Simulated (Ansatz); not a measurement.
Given:

Relaxed HfO₂ (tetragonal-ZrO2 type, space group P4_2/nmc):

```xyz
12
Lattice="7.2096 0.0000 0.0000 0.0000 3.6048 0.0000 0.0000 0.0000 5.2650" Properties=species:S:1:pos:R:3 pbc="T T T"
Hf     0.0000     0.0000     0.0000
Hf     3.6048     0.0000     0.0000
Hf     1.8024     1.8024     2.6325
Hf     5.4072     1.8024     2.6325
O      0.0000     1.8024     1.0174
O      3.6048     1.8024     1.0174
O      0.0000     1.8024     3.6499
O      3.6048     1.8024     3.6499
O      1.8024     0.0000     1.6151
O      5.4072     0.0000     1.6151
O      1.8024     0.0000     4.2476
O      5.4072     0.0000     4.2476
```

A phonon eigenvector at X = (0.5, 0.0, 0.0) is frozen into this cell: atom i moves by Q times the vector below, so Q is the largest atomic displacement, in Å. The cell is held. It is one choice among 2 degenerate patterns. (q is in reciprocal vectors of the primitive cell; the cell shown is doubled to hold the pattern.)

| atom | x | y | z |
|---|---|---|---|
| Hf1 | 0.000 | 0.046 | 0.000 |
| Hf2 | 0.000 | -0.046 | 0.000 |
| Hf3 | 0.000 | 0.007 | 0.000 |
| Hf4 | 0.000 | -0.007 | 0.000 |
| O5 | 0.000 | -1.000 | 0.000 |
| O6 | 0.000 | 1.000 | 0.000 |
| O7 | 0.000 | 0.056 | 0.000 |
| O8 | 0.000 | -0.056 | 0.000 |
| O9 | 0.000 | -0.148 | 0.000 |
| O10 | 0.000 | 0.148 | 0.000 |
| O11 | 0.000 | 0.008 | 0.000 |
| O12 | 0.000 | -0.008 | 0.000 |

All values below come from PBE (plane waves to 420 eV, PAW, scalar-relativistic; Ansatz, a quantum-chemistry and plane-wave program). k mesh 5×9×6 (Γ-centred), Fermi-Dirac smearing 0.05 eV. The energy includes the smearing's −TS. HfO2 is run without spin polarisation. HfO2 was relaxed with its symmetry unable to fall. Spin-orbit coupling is left out, though Hf is heavy. The PAW data are Ansatz's earlier set. This is a high-temperature form of HfO2. ΔE is measured from the undisplaced structure.

The scan covers Q from -0.100 to 0.100 Å in 13 points.

Problem. Is this a single well or a double well?

Solution. A single well with its minimum at or next to zero displacement.

Problem. Which space group does the distorted structure have?

Solution. Pc (No. 7), lowered from P4_2/nmc.

Problem. What is the energy change at Q = 0.100 Å?

Solution. 199.0 meV/cell.

Problem. What harmonic wavenumber does the curvature at Q = 0 give?

Solution. 565 cm⁻¹.

(For displaced atoms, the force is minus the slope of the energy, and its curvature is a force constant, which sets phonon frequencies.)
